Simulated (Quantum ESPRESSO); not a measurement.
# Computed records: AlSi2PC4 (made-up cell)

Calculation on a made-up crystal cell, not a measurement, run twice, once with a planted mistake found by running each candidate: periodic Kohn-Sham density functional theory in plane waves with PseudoDojo standard norm-conserving scalar-relativistic pseudopotentials, each functional with its own files (v0.5 for PBE, v0.4.1 for LDA and PBEsol), no spin polarisation, no spin-orbit coupling, atoms not relaxed, stress positive in tension, energies less a fixed whole-eV offset for each atom's element; levels are Kohn-Sham levels at fractions of this cell's reciprocal vectors, counted from the reference band (half the neutral cell's valence electrons, rounded up) at Gamma; error bars cover cutoff and k-mesh only, not smearing or the files; a charged cell sits in a uniform background, with energy and stress on this program's zero of potential; each bar is the largest change over components, and at least 0.002 eV, 0.002 eV per angstrom or 0.02 GPa; energies are for the whole cell, and the offsets were chosen from early runs and are not element reference energies; a distance is the largest change of any value in units of its error bar, a scale change is of lengths, and a coarse mesh keeps the half-step shift. Program: Quantum ESPRESSO 7.5.

Settings shared by all entries: lattice type wurtzite; intended functional pbe; intended cutoff 1116 eV; intended fermi dirac smearing 0.025 eV; intended scf tolerance 1e-07 eV; intended electrons removed 0; healthy free energy less offsets -1.976 eV; healthy smearing term minus ts 0 eV; healthy scf iterations 12; healthy pressure 3.25 GPa; healthy stress xx -0.28 GPa; healthy stress yy -6.77 GPa; healthy stress zz -2.69 GPa; healthy stress yz -1.35 GPa; healthy stress xz 0.07 GPa; healthy stress xy -1.48 GPa; faulty scf iterations 12; candidate k points along each vector 2; candidate cutoff 628 eV; candidate smearing 0.52 eV; candidate functional lda; candidate scf tolerance 0.06 eV; candidate electrons removed -1; candidate scale change -1.18 percent; candidate first exchanged site 2; candidate second exchanged site 6; intended k mesh 6 x 4 x 4, shifted by half a step; structure shown as intended, without the mistake.

(1) AlSi2PC4 (made-up cell)

Intended structure:
```cif
# cell vector a (Å): 3.1074 -0.0206 0.0087
# cell vector b (Å): -0.0356 5.3387 -0.0224
# cell vector c (Å): 0.0142 -0.0211 5.0755
data_AlSi2PC4
_symmetry_space_group_name_H-M 'P 1'
_symmetry_Int_Tables_number 1
_cell_length_a 3.1075
_cell_length_b 5.3389
_cell_length_c 5.0756
_cell_angle_alpha 90.480
_cell_angle_beta 89.678
_cell_angle_gamma 90.763
_cell_volume 84.19
loop_
_atom_site_label
_atom_site_type_symbol
_atom_site_fract_x
_atom_site_fract_y
_atom_site_fract_z
_atom_site_occupancy
Al1 Al 0.98616 0.00066 0.00156 1
Si1 Si 0.47947 0.50212 0.00399 1
P1 P 0.49244 0.16880 0.49938 1
Si2 Si 0.99857 0.66648 0.50488 1
C1 C 0.00508 0.00198 0.37159 1
C2 C 0.49075 0.49355 0.38028 1
C3 C 0.49265 0.16982 0.88027 1
C4 C 0.99671 0.66831 0.87536 1
```

| Property | Result |
| --- | --- |
| faulty free energy less offsets | -2.172 eV |
| faulty smearing term minus ts | -0.663 eV |
| faulty pressure | 4.12 GPa |
| faulty stress xx | -1.5 GPa |
| faulty stress yy | -7.09 GPa |
| faulty stress zz | -3.78 GPa |
| faulty stress yz | -1.26 GPa |
| faulty stress xz | 0.11 GPa |
| faulty stress xy | -1 GPa |
| fault kind | wide smearing |
| other mistakes run | 7 |
| distance from healthy | 256.7 error bars |
| distance from nearest other mistake | 256.7 error bars |
| healthy error bar energy | 0.002581 eV |
| healthy error bar stress | 0.1402 GPa |
| healthy error bar force | 0.006398 eV/Å |

Atoms:
| atoms element | atom site | atom energy offset (eV) |
| --- | --- | --- |
| Al | 1 | -64 |
| Si | 2 | -115 |
| P | 3 | -189 |
| Si | 4 | -115 |
| C | 5 | -163 |
| C | 6 | -163 |
| C | 7 | -163 |
| C | 8 | -163 |

Healthy forces:
| site | x (eV/Å) | y (eV/Å) | z (eV/Å) |
| --- | --- | --- | --- |
| 1 | 0.161 | 0.388 | -1.755 |
| 2 | 0.747 | -0.174 | -1.859 |
| 3 | 0.317 | 0.089 | 2.756 |
| 4 | -0.286 | -0.255 | 1.332 |
| 5 | -0.446 | 0.519 | 2.648 |
| 6 | 0.249 | -0.179 | -0.319 |
| 7 | -0.187 | 1.562 | -2.737 |
| 8 | -0.555 | -1.951 | -0.066 |

Faulty forces:
| site | x (eV/Å) | y (eV/Å) | z (eV/Å) |
| --- | --- | --- | --- |
| 1 | 0.123 | 0.324 | -1.407 |
| 2 | 0.708 | -0.084 | -1.482 |
| 3 | 0.283 | -0.109 | 2.259 |
| 4 | -0.265 | -0.138 | 1.044 |
| 5 | -0.408 | 0.515 | 2.771 |
| 6 | 0.237 | -0.101 | -0.258 |
| 7 | -0.146 | 1.612 | -2.768 |
| 8 | -0.533 | -2.019 | -0.159 |

Candidate mistake: coarse kmesh, low cutoff, wide smearing, wrong functional, loose scf, wrong charge, cell scaled, atoms exchanged

(2) AlSi2PC4 (made-up cell)

Structure as in entry 1.

| Property | Result |
| --- | --- |
| faulty free energy less offsets | 7.692 eV |
| faulty smearing term minus ts | 0 eV |
| faulty pressure | 33.81 GPa |
| faulty stress xx | -37.13 GPa |
| faulty stress yy | -48.23 GPa |
| faulty stress zz | -16.06 GPa |
| faulty stress yz | -0.48 GPa |
| faulty stress xz | 0.8 GPa |
| faulty stress xy | -0.96 GPa |
| fault kind | atoms exchanged |
| other mistakes run | 7 |
| distance from healthy | 3746 error bars |
| distance from nearest other mistake | 1538 error bars |
| healthy error bar energy | 0.002581 eV |
| healthy error bar stress | 0.1402 GPa |
| healthy error bar force | 0.006398 eV/Å |

Atoms:
| atoms element | atom site | atom energy offset (eV) |
| --- | --- | --- |
| Al | 1 | -64 |
| Si | 2 | -115 |
| P | 3 | -189 |
| Si | 4 | -115 |
| C | 5 | -163 |
| C | 6 | -163 |
| C | 7 | -163 |
| C | 8 | -163 |

Healthy forces:
| site | x (eV/Å) | y (eV/Å) | z (eV/Å) |
| --- | --- | --- | --- |
| 1 | 0.161 | 0.388 | -1.755 |
| 2 | 0.747 | -0.174 | -1.859 |
| 3 | 0.317 | 0.089 | 2.756 |
| 4 | -0.286 | -0.255 | 1.332 |
| 5 | -0.446 | 0.519 | 2.648 |
| 6 | 0.249 | -0.179 | -0.319 |
| 7 | -0.187 | 1.562 | -2.737 |
| 8 | -0.555 | -1.951 | -0.066 |

Faulty forces:
| site | x (eV/Å) | y (eV/Å) | z (eV/Å) |
| --- | --- | --- | --- |
| 1 | 0.163 | 0.728 | -1.235 |
| 2 | 0.173 | -0.686 | -3.387 |
| 3 | 0.447 | -10.715 | 5.934 |
| 4 | -0.808 | 8.725 | 6.748 |
| 5 | -0.43 | 0.288 | 2.615 |
| 6 | 0.7 | 1.779 | -10.335 |
| 7 | -0.272 | 3.77 | -1.822 |
| 8 | 0.026 | -3.889 | 1.482 |

Candidate mistake: coarse kmesh, low cutoff, wide smearing, wrong functional, loose scf, wrong charge, cell scaled, atoms exchanged
